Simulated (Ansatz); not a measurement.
Relaxed ZrB2 (AlB2 type, space group P6/mmm):

```
ZrB2
1.0
    6.34286     0.00000     0.00000
   -1.58571     2.74654     0.00000
    0.00000     0.00000     3.54132
Zr B
2 4
Direct
  0.00000   0.00000   0.00000
  0.50000   0.00000   0.00000
  0.16667   0.66667   0.50000
  0.66667   0.66667   0.50000
  0.33333   0.33333   0.50000
  0.83333   0.33333   0.50000
```

Method: PBE (plane waves to 420 eV, PAW, scalar-relativistic; Ansatz, a program for electronic structure). k mesh 7×14×11 (Γ-centred), Fermi-Dirac smearing 0.05 eV. With partly filled bands, energies and forces of such displacements shift with the k mesh and the smearing. ZrB2 is run without spin polarisation. ZrB2 was relaxed with its symmetry unable to fall.

One atom of the cell was then moved (with its periodic images), all else fixed, and the forces (eV/Å) came out as:

```json
[
 {"atom": "Zr1", "Fx": "0.954", "Fy": "0.664", "Fz": "0.000"},
 {"atom": "Zr2", "Fx": "-2.334", "Fy": "-2.042", "Fz": "0.000"},
 {"atom": "B3", "Fx": "0.437", "Fy": "0.333", "Fz": "0.000"},
 {"atom": "B4", "Fx": "0.155", "Fy": "0.359", "Fz": "0.000"},
 {"atom": "B5", "Fx": "0.196", "Fy": "0.262", "Fz": "0.000"},
 {"atom": "B6", "Fx": "0.591", "Fy": "0.424", "Fz": "0.000"}
]
```

Q: Which atom was moved, and by which vector (Å)?

A: Zr2, by (0.11, 0.11, 0.00), 0.15 Å in all.

(A displaced cell: forces are minus the slopes of the energy, force constants its curvatures, and phonons follow from these.)
